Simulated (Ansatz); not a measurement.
The start is a generated cell, Rh placed in the hcp structure type. The cell and all atomic positions are relaxed at zero pressure with r2SCAN (plane waves to 500 eV, PAW, scalar-relativistic; Ansatz, a quantum-chemistry and plane-wave program). The first steps use a coarse 14×14×8 k-mesh.

Initial structure:
```
Rh
1.0
    2.69218     0.00000     0.00000
   -1.34609     2.33150     0.00000
    0.00000     0.00000     4.37101
Rh
2
Direct
  0.33333   0.66667   0.25000
  0.66667   0.33333   0.75000
```

- Outcome: The space group stays P6₃/mmc (No. 194) (the run could not lower it); the end is hcp (Mg type), with 2 atoms in the primitive cell
- Energy released: under 0.01 eV/atom
- Volume change: +0.4 %, from 13.72 to 13.77 Å³/atom
- Shortest distances (start → end): The closest pairs of elements (up to four, under 3.6 Å), start → end: Rh–Rh 2.68 → 2.68 Å
- Band gap at the end: no gap (metallic)
- Optimiser moves: 5

The end point of the relaxation:

```cif
data_Rh2
_chemical_formula_sum 'Rh2'
_space_group_name_H-M_alt 'P63/mmc'
_space_group_IT_number 194
_space_group_name_Hall '-P 6c 2c'
_cell_length_a 2.70212
_cell_length_b 2.70212
_cell_length_c 4.35491
_cell_angle_alpha 90.000
_cell_angle_beta 90.000
_cell_angle_gamma 120.000
loop_
_atom_site_label
_atom_site_type_symbol
_atom_site_symmetry_multiplicity
_atom_site_Wyckoff_symbol
_atom_site_fract_x
_atom_site_fract_y
_atom_site_fract_z
_atom_site_occupancy
Rh1 Rh 2 c 0.33333 0.66667 0.25000 1
```

Final values are on a 20×20×11 k-mesh of the relaxed cell. No spin polarisation in the result.

The run could not lose the symmetry of its start; a randomly shaken copy of 4 atoms returns to this structure.

All atoms sit on sites fixed by symmetry, so only the cell could relax.

The relaxed structure here is a generated cell of Rh: the first start was made by placing the elements on the sites of a structure type, and the end was not matched to a known phase here, so it may be hypothetical. Known forms of Rh include space group No. 225.
